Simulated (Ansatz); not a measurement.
TlCl:
```xyz
2
Lattice="3.9175 0.0000 0.0000 0.0000 3.9175 0.0000 0.0000 0.0000 3.9175" Properties=species:S:1:pos:R:3 pbc="T T T"
Tl     0.0000     0.0000     0.0000
Cl     1.9587     1.9587     1.9587
```

Cartesian axes are those of the cell as given.

**Question.** Give the high-frequency dielectric tensor and the Born effective charge tensors of the independent atoms from DFPT, PBE+D3(BJ) (plane waves, PAW; program Ansatz).

**Answer.** 
ε∞:
```
4.98  0.00  0.00
0.00  4.98  0.00
0.00  0.00  4.98
```
Z* of atom 1 (Tl), rows: field, columns: displacement, in e:
```
1.97  0.00  0.00
0.00  1.97  0.00
0.00  0.00  1.97
```
Z* of atom 2 (Cl), rows: field, columns: displacement, in e:
```
-1.97   0.00   0.00
 0.00  -1.97   0.00
 0.00   0.00  -1.97
```

Static charges for comparison (Bader): Tl1 +0.72, Cl2 -0.72 e. Born charges measure polarisation by displacement and can exceed these by far.

Space group Pm-3m (CsCl type). The PBE+D3(BJ) relaxation kept the symmetry of its start; phonons show weakly imaginary modes. Spin–orbit coupling is left out wherever it is not named.

Potentials: the later of the program's two PAW sets.
